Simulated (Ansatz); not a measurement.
**Band structure of LaHg**

```
CELL_PARAMETERS angstrom
3.83700 0.00000 0.00000
0.00000 3.83700 0.00000
0.00000 0.00000 3.83700
ATOMIC_POSITIONS crystal
La 0.50000 0.50000 0.50000
Hg 0.00000 0.00000 0.00000
```

Atom numbers follow the list: La1, Hg2.

The conventional cell has a = 3.837 Å, b = 3.837 Å, c = 3.837 Å, α = 90.00°, β = 90.00°, γ = 90.00°. Around La (atom 1) lie 8 Hg at 3.32 Å. Hg (atom 2) is surrounded by 8 La at 3.32 Å.

The cell is COD entry 1523850, as deposited and not checked against the literature; nothing was relaxed.

Spin–orbit coupling is left out, though it moves levels of the heavy atoms by tenths of an eV or more.

Theory: DFT, LDA, all-electron LAPW, scalar-relativistic in Ansatz 0.2.0.

Numerical set-up: a Γ-centred 11×11×11 k mesh, Fermi–Dirac smearing of 0.08 eV, basis error target 1 meV/atom, no spin polarisation.

Points in fractions of the reciprocal vectors of this cell: Γ (0, 0, 0), X (0, 0.5, 0), M (0.5, 0.5, 0), R (0.5, 0.5, 0.5). The path joins them by straight lines in the order Γ–X–M–Γ–R–X–R–M; legs that retrace an earlier one aren't tabulated. Energies are in eV from the Fermi level.

(1) Metal or insulator at this level of theory?

(2) Tabulate bands 28 to 35, counted from the lowest band of the run, along the path.

Answers

(1) No gap opens: metallic or semimetallic.

(2) 
| k (1/Å) | point | band 28 | band 29 | band 30 | band 31 | band 32 | band 33 | band 34 | band 35 |
| --- | --- | --- | --- | --- | --- | --- | --- | --- | --- |
| 0.00 | Γ | -7.19 | -7.19 | -7.13 | -0.04 | -0.04 | 1.40 | 1.40 | 1.40 |
| 0.12 |  | -7.19 | -7.19 | -7.05 | -0.05 | -0.01 | 1.35 | 1.39 | 1.39 |
| 0.23 |  | -7.19 | -7.18 | -6.81 | -0.07 | 0.00 | 1.23 | 1.37 | 1.37 |
| 0.35 |  | -7.19 | -7.18 | -6.44 | -0.25 | -0.10 | 1.17 | 1.32 | 1.32 |
| 0.47 |  | -7.20 | -7.17 | -5.95 | -0.87 | -0.14 | 1.22 | 1.22 | 1.25 |
| 0.58 |  | -7.20 | -7.16 | -5.38 | -1.67 | -0.17 | 1.07 | 1.07 | 1.37 |
| 0.70 |  | -7.16 | -7.16 | -4.80 | -2.43 | -0.19 | 0.94 | 0.94 | 1.44 |
| 0.82 | X | -7.15 | -7.14 | -4.48 | -2.82 | -0.20 | 0.88 | 0.88 | 1.44 |
| 0.94 |  | -7.17 | -7.13 | -4.51 | -2.70 | -0.12 | 0.84 | 0.93 | 1.46 |
| 1.05 |  | -7.20 | -7.11 | -4.60 | -2.37 | 0.09 | 0.73 | 1.05 | 1.46 |
| 1.17 |  | -7.25 | -7.06 | -4.71 | -1.89 | 0.42 | 0.60 | 1.19 | 1.47 |
| 1.29 |  | -7.31 | -6.99 | -4.80 | -1.32 | 0.48 | 0.78 | 1.30 | 1.47 |
| 1.40 |  | -7.36 | -6.92 | -4.86 | -0.71 | 0.36 | 0.99 | 1.35 | 1.42 |
| 1.52 |  | -7.39 | -6.86 | -4.89 | -0.14 | 0.27 | 0.85 | 1.38 | 1.45 |
| 1.64 | M | -7.40 | -6.84 | -4.90 | 0.23 | 0.23 | 0.60 | 1.38 | 1.48 |
| 1.80 |  | -7.37 | -6.88 | -4.89 | -0.33 | 0.27 | 0.95 | 1.37 | 1.45 |
| 1.97 |  | -7.29 | -6.99 | -4.95 | -0.91 | 0.36 | 1.02 | 1.33 | 1.38 |
| 2.13 |  | -7.21 | -7.14 | -5.26 | -0.97 | 0.40 | 0.79 | 1.29 | 1.30 |
| 2.30 |  | -7.27 | -7.16 | -5.85 | -0.49 | 0.30 | 0.61 | 1.30 | 1.31 |
| 2.46 |  | -7.23 | -7.16 | -6.49 | -0.08 | 0.13 | 0.87 | 1.35 | 1.36 |
| 2.63 |  | -7.20 | -7.18 | -6.96 | -0.04 | 0.00 | 1.28 | 1.39 | 1.39 |
| 2.80 | Γ | -7.19 | -7.19 | -7.13 | -0.04 | -0.04 | 1.40 | 1.40 | 1.40 |
| 3.00 |  | -7.20 | -7.19 | -6.88 | 0.00 | 0.00 | 1.22 | 1.37 | 1.37 |
| 3.20 |  | -7.23 | -7.21 | -6.23 | 0.14 | 0.14 | 0.67 | 1.21 | 1.21 |
| 3.40 |  | -7.24 | -7.24 | -5.52 | 0.10 | 0.10 | 0.44 | 1.05 | 1.05 |
| 3.61 |  | -7.14 | -7.14 | -4.96 | -0.58 | -0.58 | 0.79 | 1.28 | 1.28 |
| 3.81 |  | -6.99 | -6.99 | -4.44 | -1.39 | -1.39 | 0.47 | 1.45 | 1.45 |
| 4.01 |  | -6.88 | -6.88 | -3.72 | -1.98 | -1.98 | -0.97 | 1.52 | 1.52 |
| 4.21 | R | -6.83 | -6.83 | -2.89 | -2.20 | -2.20 | -2.20 | 1.54 | 1.54 |
| 4.38 |  | -6.88 | -6.85 | -3.55 | -2.07 | -2.03 | -1.27 | 1.52 | 1.53 |
| 4.54 |  | -7.00 | -6.90 | -4.18 | -1.69 | -1.63 | 0.05 | 1.46 | 1.50 |
| 4.71 |  | -7.16 | -6.96 | -4.54 | -1.30 | -1.14 | 1.04 | 1.31 | 1.46 |
| 4.88 |  | -7.22 | -7.03 | -4.67 | -1.45 | -0.51 | 0.92 | 1.40 | 1.47 |
| 5.04 |  | -7.21 | -7.08 | -4.64 | -2.03 | 0.12 | 0.37 | 1.44 | 1.47 |
| 5.21 |  | -7.18 | -7.12 | -4.54 | -2.59 | -0.05 | 0.64 | 1.13 | 1.46 |
| 5.37 | X | -7.15 | -7.14 | -4.48 | -2.82 | -0.20 | 0.88 | 0.88 | 1.44 |
| 6.53 | R | -6.83 | -6.83 | -2.89 | -2.20 | -2.20 | -2.20 | 1.54 | 1.54 |
| 6.65 |  | -6.87 | -6.83 | -3.33 | -2.11 | -2.11 | -1.64 | 1.53 | 1.53 |
| 6.76 |  | -6.96 | -6.83 | -3.87 | -1.86 | -1.86 | -0.77 | 1.50 | 1.52 |
| 6.88 |  | -7.10 | -6.84 | -4.28 | -1.47 | -1.47 | 0.10 | 1.44 | 1.51 |
| 7.00 |  | -7.26 | -6.84 | -4.58 | -0.97 | -0.97 | 0.80 | 1.28 | 1.50 |
| 7.11 |  | -7.38 | -6.84 | -4.76 | -0.43 | -0.43 | 0.98 | 1.18 | 1.48 |
| 7.23 |  | -7.40 | -6.84 | -4.86 | 0.04 | 0.04 | 0.71 | 1.34 | 1.48 |
| 7.35 | M | -7.40 | -6.84 | -4.90 | 0.23 | 0.23 | 0.60 | 1.38 | 1.48 |
